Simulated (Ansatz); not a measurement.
## MgS (Fm-3m): elasticity against pressure

```
Mg S
1.0
     0.00000    2.60165    2.60165
     2.60165    0.00000    2.60165
     2.60165    2.60165    0.00000
Mg S
1 1
Direct
  0.00000 0.00000 0.00000
  0.50000 0.50000 0.50000
```

This is the zero-pressure cell. At each pressure cell and atoms are relaxed in this structure, and the constants are slopes of the stress at strains of ±0.005 with relaxed ions (the coefficients that govern stability under load). Level: r²SCAN, PAW on Ansatz 0.2.0's default frozen-core files (fitted under PBE), scalar-relativistic; k mesh 8×8×8, strains of ±0.005, fixed occupations, cutoff 500 eV. P is the pressure of the relaxed cell, less that of this one.

```
P (GPa)    V/V₀  C11 (GPa)  C12 (GPa)  C44 (GPa)
   0.00  1.0000      151.2       44.1       60.3
   1.01  0.9877      160.4       45.6       61.1
   2.02  0.9762      169.3       47.1       61.8
   4.02  0.9551      187.0       49.9       63.2
   6.98  0.9276      212.5       54.0       65.1
  10.01       ?          ?          ?          ?
  15.01  0.8680      279.5       64.6       69.4
```

Question: Does the bulk modulus from the constants agree with the pressure-volume curve?

Answer: A third-order Birch-Murnaghan fit to the volumes shown (F against f, f = [(V₀/V)^(2/3) − 1]/2) gives B₀ = 79.8 GPa and B′ = 4.0. Its −V dP/dV stands beside (C11 + 2C12)/3:

```csv
P (GPa),from P(V),from the constants
0.00,79.8,79.8
1.01,83.8,83.8
2.02,87.8,87.8
4.02,95.6,95.6
6.98,106.8,106.9
15.01,136.3,136.2
```

Question: What are the pressure derivatives at zero pressure?

Answer: Slopes at V₀ of quadratic fits in −ln(V/V₀) through the first four rows shown, divided by B₀: dC11/dP = 9.1, dC12/dP = 1.5, dC44/dP = 0.8. The mean slopes up to 2.0 GPa are 9.0, 1.5, 0.8; curvature and scatter of the constants part the two. The combination (dC11/dP + 2 dC12/dP)/3 = 4.0 stands against B′.

Question: Fill the row at 10.01 GPa.

Answer: Cubic fits in −ln(V/V₀) through all rows shown give C11 = 238.2, C12 = 58.1, C44 = 66.9 GPa. Computed: V/V₀ = 0.9029, C11 (GPa) = 238.2, C12 (GPa) = 58.1, C44 (GPa) = 66.9.

Question: Does a shear stiffness soften?

Answer: C44 goes from 60.3 to 69.4 GPa; (C11 − C12)/2 goes from 53.6 to 107.5 GPa. Neither ends more than 3 % under its start, and the lattice stays mechanically stable over this range.

Caveats: no other phase was computed; many crystals of this kind change structure within this range, and rows or crossings beyond such a change describe a metastable lattice; frozen-core PAW files fitted under PBE, their cores solved anew for the functional of the run; phonons weren't checked at these pressures.
